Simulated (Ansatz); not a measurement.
Band table of CsZn (CsCl type)

```xyz
2
Lattice="4.5860 0.0000 0.0000 0.0000 4.5860 0.0000 0.0000 0.0000 4.5860" Properties=species:S:1:pos:R:3 pbc="T T T"
Cs    0.0000    0.0000    0.0000
Zn    2.2930    2.2930    2.2930
```

The cell comes from a relaxation on PAW files under the same functional, begun from a prototype that needn't be the stable phase.

All numbers are PBE results (scalar-relativistic) from Ansatz 0.2.0, with a Γ-centred 8×8×8 k mesh, Fermi–Dirac smearing of 0.05 eV, no spin polarisation. Methods: LAPW: all electrons, basis error target 0.5 meV/atom.

Spin–orbit coupling is left out, which matters for the heavy atoms.

Path points, in fractions of the reciprocal vectors: Γ (0.000, 0.000, 0.000), X (0.000, 0.500, 0.000), M (0.500, 0.500, 0.000), R (0.500, 0.500, 0.500). The distance column jumps between branches of the path. Levels in eV from the Fermi level; bands 13 to 25, counted from the lowest band of the run. The gap is zero, the pressure -0.04 GPa.

```
# k(1/Å) point b13 b14 b15 b16 b17 b18 b19 b20 b21 b22 b23 b24 b25
0.000 Γ -23.16 -9.85 -9.85 -9.85 -7.38 -7.38 -7.36 -7.36 -7.36 -4.66 1.64 1.64 2.87
0.098 - -23.16 -9.88 -9.85 -9.85 -7.38 -7.38 -7.36 -7.36 -7.36 -4.62 1.53 1.67 2.73
0.196 - -23.16 -9.94 -9.84 -9.84 -7.38 -7.37 -7.36 -7.36 -7.36 -4.49 1.12 1.74 2.67
0.294 - -23.15 -10.03 -9.84 -9.84 -7.38 -7.37 -7.36 -7.36 -7.36 -4.29 0.54 1.85 2.47
0.391 - -23.15 -10.13 -9.83 -9.83 -7.38 -7.36 -7.36 -7.36 -7.36 -4.05 -0.06 1.99 2.28
0.489 - -23.14 -10.21 -9.82 -9.82 -7.38 -7.36 -7.35 -7.35 -7.35 -3.78 -0.58 2.12 2.12
0.587 - -23.14 -10.27 -9.82 -9.82 -7.38 -7.36 -7.35 -7.35 -7.35 -3.57 -0.96 2.02 2.02
0.685 X -23.14 -10.29 -9.82 -9.82 -7.38 -7.36 -7.35 -7.35 -7.35 -3.47 -1.11 1.98 1.98
0.783 - -23.14 -10.28 -9.84 -9.81 -7.38 -7.36 -7.35 -7.35 -7.35 -3.48 -1.05 1.87 2.02
0.881 - -23.14 -10.27 -9.89 -9.81 -7.37 -7.36 -7.36 -7.36 -7.35 -3.49 -0.87 1.59 2.13
0.979 - -23.13 -10.25 -9.97 -9.80 -7.37 -7.36 -7.36 -7.36 -7.35 -3.50 -0.60 1.29 2.30
1.076 - -23.13 -10.23 -10.05 -9.79 -7.37 -7.37 -7.36 -7.36 -7.34 -3.52 -0.26 1.02 2.49
1.174 - -23.12 -10.21 -10.12 -9.78 -7.37 -7.37 -7.37 -7.36 -7.34 -3.54 0.12 0.83 2.24
1.272 - -23.12 -10.19 -10.17 -9.77 -7.38 -7.37 -7.37 -7.37 -7.34 -3.56 0.48 0.71 1.91
1.370 M -23.12 -10.19 -10.19 -9.77 -7.38 -7.37 -7.37 -7.37 -7.34 -3.56 0.67 0.67 1.72
1.508 - -23.12 -10.18 -10.17 -9.78 -7.38 -7.37 -7.37 -7.37 -7.34 -3.56 0.39 0.70 2.05
1.647 - -23.13 -10.15 -10.13 -9.79 -7.37 -7.37 -7.37 -7.36 -7.34 -3.58 0.08 0.79 2.51
1.785 - -23.13 -10.10 -10.06 -9.81 -7.37 -7.36 -7.36 -7.36 -7.35 -3.73 0.08 0.92 2.49
1.924 - -23.14 -10.03 -9.99 -9.82 -7.37 -7.36 -7.36 -7.36 -7.35 -4.02 0.47 1.10 2.46
2.062 - -23.15 -9.94 -9.92 -9.84 -7.38 -7.37 -7.36 -7.36 -7.36 -4.34 1.10 1.32 2.29
2.200 - -23.16 -9.88 -9.87 -9.85 -7.38 -7.38 -7.36 -7.36 -7.36 -4.58 1.53 1.59 2.42
2.339 Γ -23.16 -9.85 -9.85 -9.85 -7.38 -7.38 -7.36 -7.36 -7.36 -4.66 1.64 1.64 2.87
2.508 - -23.16 -9.88 -9.87 -9.87 -7.38 -7.38 -7.36 -7.36 -7.36 -4.53 1.55 1.55 2.12
2.678 - -23.15 -9.94 -9.91 -9.91 -7.37 -7.37 -7.36 -7.36 -7.36 -4.20 1.29 1.33 1.33
2.847 - -23.14 -10.01 -9.97 -9.97 -7.36 -7.36 -7.36 -7.36 -7.36 -3.81 0.94 0.98 0.98
3.017 - -23.12 -10.06 -10.03 -10.03 -7.37 -7.36 -7.36 -7.35 -7.35 -3.49 0.51 0.51 1.02
3.186 - -23.11 -10.10 -10.09 -10.09 -7.37 -7.35 -7.35 -7.34 -7.34 -3.21 0.07 0.07 0.81
3.356 - -23.10 -10.12 -10.12 -10.12 -7.36 -7.35 -7.35 -7.34 -7.34 -2.90 -0.24 -0.24 0.05
3.525 R -23.10 -10.13 -10.13 -10.13 -7.35 -7.35 -7.35 -7.34 -7.34 -2.72 -0.35 -0.35 -0.35
3.664 - -23.10 -10.14 -10.12 -10.12 -7.35 -7.35 -7.35 -7.34 -7.34 -2.84 -0.28 -0.27 -0.07
3.802 - -23.11 -10.16 -10.08 -10.08 -7.36 -7.36 -7.35 -7.35 -7.34 -3.09 -0.10 -0.07 0.61
3.941 - -23.11 -10.18 -10.02 -10.01 -7.37 -7.36 -7.35 -7.35 -7.34 -3.31 -0.03 0.27 1.45
4.079 - -23.12 -10.22 -9.95 -9.94 -7.37 -7.36 -7.36 -7.35 -7.34 -3.43 -0.27 0.71 2.12
4.217 - -23.13 -10.25 -9.88 -9.88 -7.37 -7.37 -7.36 -7.35 -7.35 -3.48 -0.67 1.24 2.22
4.356 - -23.14 -10.28 -9.83 -9.83 -7.38 -7.36 -7.36 -7.35 -7.35 -3.48 -0.99 1.74 2.06
4.494 X -23.14 -10.29 -9.82 -9.82 -7.38 -7.36 -7.35 -7.35 -7.35 -3.47 -1.11 1.98 1.98
5.463 R -23.10 -10.13 -10.13 -10.13 -7.35 -7.35 -7.35 -7.34 -7.34 -2.72 -0.35 -0.35 -0.35
5.561 - -23.10 -10.13 -10.13 -10.12 -7.35 -7.35 -7.35 -7.34 -7.34 -2.78 -0.31 -0.31 -0.21
5.659 - -23.10 -10.14 -10.14 -10.07 -7.35 -7.35 -7.35 -7.34 -7.34 -2.95 -0.19 -0.19 0.17
5.757 - -23.11 -10.15 -10.15 -10.00 -7.36 -7.36 -7.36 -7.35 -7.34 -3.14 -0.01 -0.01 0.71
5.854 - -23.11 -10.17 -10.17 -9.92 -7.37 -7.36 -7.36 -7.35 -7.34 -3.32 0.21 0.21 1.37
5.952 - -23.11 -10.18 -10.18 -9.84 -7.37 -7.36 -7.36 -7.36 -7.34 -3.45 0.43 0.43 2.11
6.050 - -23.12 -10.19 -10.19 -9.79 -7.38 -7.37 -7.37 -7.37 -7.34 -3.53 0.60 0.60 1.82
6.148 M -23.12 -10.19 -10.19 -9.77 -7.38 -7.37 -7.37 -7.37 -7.34 -3.56 0.67 0.67 1.72
```
